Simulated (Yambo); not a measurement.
Yambo run on LiLa2O3H (space group Immm, No. 71). The wavefunctions are PBEsol (pw.x of Quantum ESPRESSO, ONCV potentials, no spin-orbit coupling) ones on a 4×4×4 mesh (22 occupied bands); a = b = c = 6.972 Å, α = 150.23°, β = 148.39°, γ = 43.97°.

Yambo input:

```
rim_cut
gw0
dyson
el_el_corr
HF_and_locXC
cohsex
em1s
RandQpts= 1000000
RandGvec= 1 Ry
EXXRLvcs= 110 Ry
VXCRLvcs= 440 Ry
Chimod= "HARTREE"
% BndsRnXs
 2 | 101 |
%
NGsBlkXs= 6 Ry
% LongDrXs
 1.0 | 1.0 | 1.0 |
%
ExtendOut
% QPkrange
 10 | 10 | 22 | 22 |
 12 | 12 | 23 | 23 |
 18 | 18 | 22 | 23 |
%
```

k points by index: 10 = (0, -0.5, -0.5), 12 = (0.25, 0.25, -0.25), 18 = (-0.5, -0.5, -0.5).

Table of the .qp output:

```
#    K-point    Band    Eo [eV]    E [eV]    E-Eo [eV]    Vxc [eV]    Vnlxc [eV]    Sc|Eo [eV]    Re(Z)    Im(Z)
#
    10    22    0.000000    -2.145402    -2.145402    -16.29573    -20.28966    1.848528    1.000000    0.000000
    12    23    1.834605    1.523048    -0.311557    -11.45300    -6.154103    -5.610452    1.000000    0.000000
    18    22    -0.675898    -2.791629    -2.115731    -16.21892    -20.04387    1.709220    1.000000    0.000000
    18    23    1.931267    1.664706    -0.266561    -11.45067    -5.949985    -5.767250    1.000000    0.000000
```
(The two width columns are left out.) Convergence of these settings isn't established.

Geometry of the Materials Project entry, not relaxed at this level.

The structure is a Materials Project entry; no match was found in the copy of COD used, and its stability was not checked.
